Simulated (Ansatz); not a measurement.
The start is a generated cell, VBiO4 placed in the AFLOW prototype ABC4_mP12_13_e_a_2g (E1_b, as in AgTe4Au). A full variable-cell relaxation at zero pressure is run with PBEsol (plane waves to 420 eV, PAW, scalar-relativistic; Ansatz, a quantum-chemistry and plane-wave program). The first steps use a coarse 4×6×3 k-mesh.

The start:
```
CELL_PARAMETERS angstrom
      6.79396     0.00000     0.00000
      0.00000     3.43214     0.00000
     -4.41229     0.00000     6.43294
ATOMIC_POSITIONS crystal
  V  0.50000 0.51820 0.25000
  V  0.50000 0.48180 0.75000
  O  0.70200 0.02780 0.70170
  O  0.29800 0.02780 0.79830
  O  0.29800 0.97220 0.29830
  O  0.70200 0.97220 0.20170
  O  0.19110 0.40450 0.95450
  O  0.80890 0.40450 0.54550
  O  0.80890 0.59550 0.04550
  O  0.19110 0.59550 0.45450
  Bi 0.00000 0.00000 0.00000
  Bi 0.00000 0.00000 0.50000
```
Spin-polarised start, with parallel moments on V.

Q: Which atoms feel the largest initial force, and how large is it?

A: 4.11 eV/Å, on O7, O8, O9, O10 (atoms numbered as listed).

Q: By how much does the energy per atom fall from start to end?

A: 1.15 eV/atom.

Q: How does the volume per atom move from start to end?

A: +12.3 %, from 12.50 to 14.04 Å³/atom.

Q: How do the shortest distances between atoms change?

A: The closest pairs of elements (up to four, under 3.6 Å), start → end: O–V 2.10 → 1.69 Å; Bi–O 2.05 → 2.32 Å; O–O 2.16 → 2.64 Å; Bi–V 3.25 → 3.29 Å.

Q: What band gap does the relaxed structure have at this level?

A: 1.76 eV, indirect (valence top at C2, conduction bottom at Z) (no spin-orbit coupling).

Q: What magnetic moments remain?

A: Zero (the starting moments vanished).

Q: Write out the relaxed structure.

A: 
```cif
data_Bi2O8V2
_chemical_formula_sum 'V2 O8 Bi2'
_space_group_name_H-M_alt 'P2/c'
_space_group_IT_number 13
_space_group_name_Hall '-P 2yc'
_cell_length_a 4.75916
_cell_length_b 3.78969
_cell_length_c 9.48037
_cell_angle_alpha 90.000
_cell_angle_beta 99.768
_cell_angle_gamma 90.000
loop_
_space_group_symop_operation_xyz
  'x, y, z'
  '-x, -y, -z'
  '-x, y, -z+1/2'
  'x, -y, z+1/2'
loop_
_atom_site_label
_atom_site_type_symbol
_atom_site_symmetry_multiplicity
_atom_site_Wyckoff_symbol
_atom_site_fract_x
_atom_site_fract_y
_atom_site_fract_z
_atom_site_occupancy
V1 V 2 f 0.50000 0.31906 0.25000 1
O1 O 4 g 0.31616 0.04236 0.34008 1
O2 O 4 g 0.23903 0.50488 0.11691 1
Bi1 Bi 2 a 0.00000 0.00000 0.00000 1
```

The space group stays P2/c (No. 13) (the run could not lower it), with 12 atoms in the primitive cell. Final values are on a 6×7×3 k-mesh of the relaxed cell. No spin polarisation in the result: the starting moments vanished. No Hubbard U is applied. Spin-orbit coupling is missing; with elements this heavy it can move band edges by tenths of an eV or more.

The run could not lose the symmetry of its start: the end is stationary, and may be a saddle point rather than a minimum.

The relaxed structure here is a generated cell of VBiO4: the first start was made by placing the elements on the sites of a structure type, and the end was not matched to a known phase here, so it may be hypothetical. Known forms of VBiO4 include space group No. 88.
